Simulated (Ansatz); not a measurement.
YP₂Pd₂: do energies and stresses tell the same story?

Method: Ansatz 0.2.0, DFT r2SCAN, scalar-relativistic, plane waves, PAW.

Settings: cutoff 500 eV, Γ-centred mesh 12×12×12 on the computed 5-atom cell, Gaussian smearing of 0.10 eV; no spin polarisation.

Relaxed cell: I4/mmm, a = 4.079 Å, b = 4.079 Å, c = 9.883 Å, α = 90.00°, β = 90.00°, γ = 90.00°, 5 atoms in the primitive cell. Whether it is the stable form of this composition wasn't checked.

Energies at zero smearing and pressures from the stress tensor, at volumes with shape and atoms relaxed:
| V (Å³/atom) | E − E(first) (meV/atom) | P (GPa) |
| --- | --- | --- |
| 15.456 | 0.00 | 10.17 |
| 15.950 | -22.51 | 4.64 |
| 16.443 | -29.41 | 0.00 |
| 16.936 | -23.20 | -3.90 |
| 17.429 | -5.96 | -7.18 |

**Question.** Check P = −dE/dV between neighbouring volumes, and get the bulk modulus from the pressures alone.

**Answer.** With 1 eV/Å³ = 160.2 GPa:
| middle V (Å³/atom) | −ΔE/ΔV (GPa) | mean P (GPa) |
| --- | --- | --- |
| 15.703 | 7.312 | 7.405 |
| 16.196 | 2.241 | 2.320 |
| 16.690 | -2.017 | -1.952 |
| 17.183 | -5.599 | -5.540 |

The two differ by 0.09 GPa at most. The mean of two end pressures misses the average over a step by about ΔV² P″/12, up to 0.08 GPa here; with that taken off 0.01 GPa remains. Around V = 16.443 Å³/atom, the two neighbours give B = −V ΔP/ΔV = 16.443 × 8.54 / 0.987 = 142.4 GPa, against B0 = 141.7 GPa from the Birch–Murnaghan fit of the energies.

Cost: 6 runs of about 25 core-minutes in all, on Arm Neoverse V1 (shared hosts).